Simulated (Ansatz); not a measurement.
## Trial structures of LiY3: starts and ends

These are results of DFT PBE, scalar-relativistic, plane waves, PAW in Ansatz 0.2.0, not measurements. Settings: cutoff 420 eV, Γ-centred meshes spaced at most about 0.3 Å⁻¹, and about 0.25 Å⁻¹ or finer for metals (2π included), Gaussian smearing. No spin polarisation in the final relaxations.

Each guess was relaxed in cell and atoms at zero pressure, within the symmetry of its start. These are static total energies at zero pressure. Coordination counts all near atoms (those within 1.25 times the shortest distance at each site; a plus sign parts nearer from farther groups; a slash parts the counts of unlike sites).

| guess | made from | start group | V start (Å³/atom) | end group | V end (Å³/atom) | coordination at the end | gap on mesh (eV) | E over the lowest end (meV/atom) |
| --- | --- | --- | --- | --- | --- | --- | --- | --- |
| 1 | random cell | Im-3m | 25.4 | Im-3m | 30.5 | Li 6, Y 6 | 0 | 541 |
| 2 | random cell | P6/mmm | 23.1 | P6/mmm | 30.5 | Li 2+12, Y 6+4 | 0 | 318 |
| 3 | TlIn3 type | P4/mmm | 20.8 | P4/mmm | 29.1 | Li 8+4, Y 4+9/12+2 | 0 | 0 |
| 4 | YI3 type | R-3 | 23.3 | ? | ? | ? | ? | ? |

Guess 4 as it starts:

Space group R-3:H (No. 148). a = 6.107 Å, b = 6.107 Å, c = 17.337 Å, α = 90.00°, β = 90.00°, γ = 120.00°
```tsv
atom	site	symmetry	x	y	z
Li	6c	3.	0.6667	0.3333	0.1666
Y	18f	1	0.6832	0.6668	0.0855
```

**Question.** Predict the end of this guess and its energy over the lowest end.

**Answer.** It ends in space group R-3 (No. 148), with a = 6.123 Å, c = 24.006 Å, 32.5 Å³/atom and no gap. It lies 173 meV/atom over the lowest end, above guess 3 and below guess 2. Counting all near atoms, this end has Li 9, Y 11 and the lowest (guess 3) has Li 8+4, Y 4+9/12+2.

```
Li Y
1.0
     3.06160    1.76762    8.00200
    -3.06160    1.76762    8.00200
     0.00000   -3.53523    8.00200
Li Y
2 6
Direct
  0.83325 0.83325 0.83325
  0.16675 0.16675 0.16675
  0.72502 0.05906 0.39082
  0.94094 0.60918 0.27498
  0.60918 0.27498 0.94094
  0.27498 0.94094 0.60918
  0.39082 0.72502 0.05906
  0.05906 0.39082 0.72502
```

Formation energies are uncorrected and refer to the elements' standard structures at the same level.

**Question.** Is the lowest end bound against the elements?

**Answer.** No: its formation energy is +0.06 eV/atom. The separate elements lie lower, so it is unstable against them.

A magnetic state wasn't ruled out in cells without spin, among them R-3, P6/mmm, Im-3m. Cells relaxed within their symmetry can be saddle points. A lower structure may well exist outside this small set. Some candidate types were left out of the draw beforehand, so a known form may be missing.
